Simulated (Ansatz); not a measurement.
CdS (wurtzite)

```yaml
crystal:
  lattice:
    - [4.19618, 0.00000, 0.00000]
    - [-2.09809, 3.63400, 0.00000]
    - [0.00000, 0.00000, 6.82953]
  atoms:
    - { symbol: Cd, position: [0.33333, 0.66667, 0.99917] }
    - { symbol: Cd, position: [0.66667, 0.33333, 0.49917] }
    - { symbol: S, position: [0.33333, 0.66667, 0.37563] }
    - { symbol: S, position: [0.66667, 0.33333, 0.87563] }
```

In each cell atom 2 (Cd, nearest neighbour S at 2.565 Å; its periodic images, 4.2 Å or more away, move with it) moves by s·(-0.818, 0.472, -0.329) (towards the nearest neighbour), the rest being held.

All values below come from PBE (plane waves to 420 eV, PAW, scalar-relativistic; Ansatz, a program for electronic structure). k mesh 7×7×4 (Γ-centred), Fermi-Dirac smearing 0.05 eV. The energy includes the smearing's −TS. CdS was relaxed with its symmetry unable to fall. The zero of ΔE is the undisplaced structure.

Successive frames, forces in eV/Å:

```
frame         ΔE (meV/cell)                 F on Cd1                 F on Cd2                  F on S3                  F on S4
------------  -------------  -----------------------  -----------------------  -----------------------  -----------------------
s = 0.052 Å             6.5  (0.004, -0.002, -0.030)   (0.205, -0.119, 0.106)  (-0.204, 0.118, -0.026)  (-0.005, 0.003, -0.050)
s = 0.000 Å             0.0   (0.000, 0.000, -0.002)   (0.000, 0.000, -0.002)    (0.000, 0.000, 0.002)    (0.000, 0.000, 0.002)
s = -0.052 Å            5.6   (-0.005, 0.003, 0.027)  (-0.163, 0.094, -0.093)   (0.163, -0.094, 0.011)   (0.004, -0.003, 0.055)
s = -0.104 Å           20.9   (-0.010, 0.006, 0.056)  (-0.290, 0.167, -0.169)   (0.292, -0.169, 0.005)   (0.008, -0.005, 0.109)
```

What are the energy and the forces in the next frame, s = -0.156 Å?

ΔE (meV/cell) = 43.7.

```tsv
atom	Fx	Fy	Fz
Cd1	-0.016	0.009	0.085
Cd2	-0.388	0.224	-0.234
S3	0.393	-0.227	-0.013
S4	0.011	-0.006	0.162
```

(For displaced atoms, the force is minus the slope of the energy, and its curvature is a force constant, which sets phonon frequencies.)
